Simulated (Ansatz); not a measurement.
## Surface calculation: fcc Pt (100), 4 layers

The slab is cut from the fcc crystal, the stable phase, as relaxed on PAW files (14.76 Å³/atom), with 16 Å of vacuum and a dipole correction:

```
CELL_PARAMETERS angstrom
2.75340 0.00000 0.00000
0.00000 2.75340 0.00000
0.00000 0.00000 21.84080
ATOMIC_POSITIONS crystal
Pt 0.25000 0.25000 0.36629
Pt 0.75000 0.75000 0.45543
Pt 0.25000 0.25000 0.54457
Pt 0.75000 0.75000 0.63371
```

Computed with Ansatz 0.2.0; functional LDA, scalar-relativistic. Settings: a Γ-centred 15×15×1 k mesh, Fermi–Dirac smearing of 0.05 eV, no spin polarisation. Methods: LAPW: all electrons, basis error target 1 meV/atom; PAW: frozen-core files, cutoff 420 eV.

The bulk energy comes from a cell in the slab's orientation on a 15×15×11 mesh. The surface energy is (E(slab) − N·E(bulk))/2A at zero smearing, the mean of both faces; thin slabs carry quantum-size effects.

Spin–orbit coupling is left out, which matters for the heavy atoms. The PAW files were made under PBE.

**Question.** As cut, the LAPW slab lies 2.302 eV above 4 atoms of bulk. What surface energy is that?

**Answer.** Over two faces of 7.58 Å² it is 151.8 meV/Å², and times 16.02 J/m² per eV/Å² that gives γ = 2.432 J/m².

**Question.** What do relaxation and the other method give, and what work function comes out?

**Answer.** 

```csv
method,γ as cut (J/m²),γ relaxed (J/m²),Φ as cut (eV),Φ relaxed (eV)
LAPW,2.432,2.396,6.02,5.99
PAW,2.431,2.395,6.02,5.99
```

**Question.** How do the spacings between the planes relax?

**Answer.** From the bottom face up: d12 -3.0 % of 1.947 Å, d23 -1.2 % of 1.947 Å, d34 -3.0 % of 1.947 Å.

**Question.** What changes if the vacuum is set to 11 Å?

**Answer.** LAPW then gives: no gap, work function 5.99 eV; PAW: no gap, work function 5.99 eV. The program warns that the vacuum is too thin.

**Question.** What changes if the images along the normal are cut off in place of the dipole correction?

**Answer.** LAPW then gives: no gap, work function 5.99 eV; PAW: no gap, work function 5.99 eV.

**Question.** A 4f core hole is made on one atom of each kind in every 1×1 cell (PAW hole dataset, neutral cell, valence without spin). What does it cost by layer?

**Answer.** layer 1 71.51 eV, layer 2 72.24 eV. Shifts between layers mean more than the absolute values, and a whole layer of holes screens otherwise than one hole.
